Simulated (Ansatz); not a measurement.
## YVO4: checking a database structure before trusting its electric field gradients

The cell is a structure deposited in the COD, taken as it stands.

```cif
data_YVO4
_symmetry_space_group_name_H-M 'I4_1/amd:1'
_symmetry_Int_Tables_number 141
_cell_length_a 7.1183
_cell_length_b 7.1183
_cell_length_c 6.2893
_cell_angle_alpha 90.000
_cell_angle_beta 90.000
_cell_angle_gamma 90.000
loop_
_atom_site_label
_atom_site_type_symbol
_atom_site_symmetry_multiplicity
_atom_site_Wyckoff_symbol
_atom_site_fract_x
_atom_site_fract_y
_atom_site_fract_z
Y Y 4 a 0.0000 0.5000 0.2500
V V 4 b 0.0000 0.0000 0.5000
O O 16 h 0.0000 0.1842 0.3258
```

One atom of each set is listed; the run and its k-mesh use a cell of 12 atoms with edges of 5.93, 5.93, 5.93 Å.

Method: Kohn–Sham DFT in Ansatz, PBE, plane waves and PAW, scalar-relativistic, 420 eV cutoff, Γ-centred 5×5×5 k-points, Fermi–Dirac smearing 0.02 eV.

(1) Do the atoms and the cell lie near the calculated equilibrium?

## Answers

(1) Nearly. The largest force is 0.23 eV/Å, on atom 6 (O: 1 V at 1.71 Å; also 2 Y at 2.30–2.43 Å), and the pressure is 3.7 GPa. Relaxing the atoms is still advisable, since electric field gradients respond to shifts of a few hundredths of an ångström.
